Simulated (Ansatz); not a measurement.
Input for Ansatz (plane-wave DFT), BPd4:

```yaml
crystal:
  lattice:
    - [2.8920299704, 0.0, 0.0]
    - [0.0, 4.3650077954, 0.0]
    - [0.0, 0.0, 5.856315]
  atoms:
    - { symbol: B, position: [0.5, 0.0, 0.863227] }
    - { symbol: Pd, position: [0.5, 0.5, 0.867561] }
    - { symbol: Pd, position: [0.0, 0.5, 0.329164] }
    - { symbol: Pd, position: [0.0, 0.0, 0.61947] }
    - { symbol: Pd, position: [0.5, 0.0, 0.197578] }
basis:
  ecutwfc: 420
kpoints:
  mp_grid: { grid: [6, 4, 4] }
hamiltonian:
  xc: pbe
scf:
  occupations: { method: gaussian, width: 0.1 }
  n_extra_bands: 12
  convergence: { dr2_threshold: "1e-13 eV" }
output:
  forces: true
  stress: true
  eigenvalues: true
```

Command:

```bash
ansatz run input.yaml --threads 1 --pin off --max-ram 1331MiB --backend cpu --events-out ev --progress --plain --runs-dir out
```

Output, shortened (HF is the Harris–Foulkes energy, dr2 the density residual in eV):

```text
scf.n_extra_bands = 12 over 38 filled bands (N_el = 75.0): the run solves 50 bands
Pseudopotential: B, paw, valence charge 3, recommended cutoff 420 eV (normal)
Pseudopotential: Pd, paw, valence charge 18, recommended cutoff 420 eV (normal)
Crystal: 5 atoms, lattice volume = 73.929 Å³
Basis set: ecut = 420 eV, 1429 PW (Γ), exchange–correlation on 40×60×80 points (8 copies of the dense FFT grid, shifted against one another)
Bands: 50, of which v1, the nominal top of the filled ones, is band 38 counted from 1 (37 counted from 0)
Symmetry: 4 space group operations
Space group: Pmm2 (ITA 25), of the structure as read, at distance tolerance 4.2e-5 Å
k-points: 36 of 96 (time reversal used)
Initial density: superposition of atomic densities, corrected by the library's trained network
SCF iter   1: HF=-28047.304618 eV  Δρ=7.78e-3  dr2=2.64e-2
SCF iter   2: HF=-28047.303287 eV  Δρ=3.91e-3  dr2=8.27e-3
SCF iter   3: HF=-28047.302896 eV  Δρ=5.30e-4  dr2=6.93e-4
SCF iter   4: HF=-28047.302826 eV  Δρ=1.88e-4  dr2=6.92e-5
   ...
SCF iter  11: HF=-28047.302800 eV  Δρ=5.18e-8  dr2=2.25e-12 (applied; sched 1.00e-12)
SCF iter  12: HF=-28047.302800 eV  Δρ=1.67e-8  dr2=3.29e-13 (applied; sched 1.00e-12)
SCF iter  13: F=-28047.302800 eV  HF=-28047.302800 eV  Δρ=6.61e-9  dr2=3.28e-14
SCF 1 converged in 13 iterations: F = -28047.302800 eV  dr2 = 3.28e-14
SCF converged after 13 iterations
Free energy (F): -28047.302800 eV
E sigma→0 (E₀):  -28047.297244 eV
Entropy (-TS):   -0.011112 eV (-2.222 meV/atom)
Fermi energy:    16.327434 eV
--- Forces (eV/Å), atoms counted from 1 ---
  atom   1  B      0.00000000     0.00000000     0.13507072
  atom   2  Pd     0.00000000     0.00000000     0.13294189
  atom   3  Pd     0.00000000     0.00000000    -0.00369291
  atom   4  Pd     0.00000000     0.00000000     0.02966137
  atom   5  Pd     0.00000000     0.00000000    -0.29398113
--- Stress (GPa, compression-positive) ---
       -2.085485       0.000000       0.000000
        0.000000      -0.514503       0.000000
        0.000000       0.000000      -1.284255
  P = ⅓ Tr σ = -1.2947 GPa (-12.947 kbar)
```

These settings were drawn at random to show what each does; none of the numbers is a converged property of the crystal.